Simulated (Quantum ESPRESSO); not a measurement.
# Si3BC3N: a curve over one atom's position

A calculation, not a measurement. The program is pw.x of Quantum ESPRESSO 7.5 (plane-wave density functional theory). The cell is made up: 8 atoms on a wurtzite lattice, with randomly drawn elements, strain and displacements, not relaxed. PseudoDojo standard norm-conserving files (v0.5 for PBE, v0.4.1 for LDA and PBEsol) set the functional; there is no spin polarisation, spin-orbit coupling or dispersion term, and the masses in the input are unused placeholders.

Seven runs move atom 2 (Si, counted in the order of the input) along z and keep all else fixed.

Input of the run at +0.0469:

```
&control calculation='scf', pseudo_dir='./dojo.nc.sr.pbe.v0_5.standard.upf', outdir='./o', disk_io='medium', tprnfor=.true., tstress=.true. /
&system ibrav=0, nat=8, ntyp=4, nbnd=22, ecutwfc=84.00895049, nosym=.true., tot_charge=0,
 occupations='smearing', smearing='fd', degauss=0.0018374661
/
&electrons conv_thr=7.350e-09, electron_maxstep=60, /
ATOMIC_SPECIES
B 1.0 B.upf
C 1.0 C.upf
N 1.0 N.upf
Si 1.0 Si.upf
CELL_PARAMETERS angstrom
3.1142 -0.0243 0.0213
-0.0421 5.2463 0.051
0.0348 0.0481 5.0071
ATOMIC_POSITIONS angstrom
Si 0.0423 -0.1122 0.0258
Si 1.5919 2.7191 0.0358
Si 1.5525 0.8453 2.4819
B -0.0165 3.5939 2.4232
C 0.0489 0.0251 1.7659
C 1.7062 2.4835 1.938
C 1.5526 0.8605 4.3114
N -0.0211 3.6398 4.4565
K_POINTS automatic
6 4 4 1 1 1
```

```
shift of atom 2 along z (Å)  free energy less that of the input shown (eV)  Fx on atom 2 (eV/Å)  Fy on atom 2 (eV/Å)  Fz on atom 2 (eV/Å)  pressure (GPa)  next band up at Gamma (eV)  iterations
                    -0.1169                                         0.2849               -1.332               -3.588                2.655           -6.61                       0.545          12
                    -0.1010                                         0.2438               -1.286               -3.577                2.522           -6.65                       0.558          12
                    -0.0741                                         0.1793               -1.208               -3.551                2.263           -6.71                       0.585          12
                    -0.0479                                         0.1238               -1.132               -3.517                1.969           -6.75                       0.621          12
                    +0.0469                                         0.0000               -0.879               -3.319                0.544           -6.65                       0.816          12
                    +0.0716                                        -0.0077               -0.820               -3.248                0.071           -6.54                       0.882          12
                    +0.1286                                         0.0233               -0.702               -3.049               -1.203           -6.14                       1.046          12
```

A cubic fit gives dFz/dz = -15.03 eV/Å² at zero shift. Across the table the free energy follows the integral of the force to within 0.1 meV. A rerun of one of the cells at 1437 eV and a 8 x 6 x 6 mesh moved values by no more than 0.002 eV in energy, 0.11 GPa in stress and 0.009 eV/Å in force. The band column is the level of band 17 at Gamma less that of band 16, whose number is half the electron count, rounded up; it comes from a band step after each run.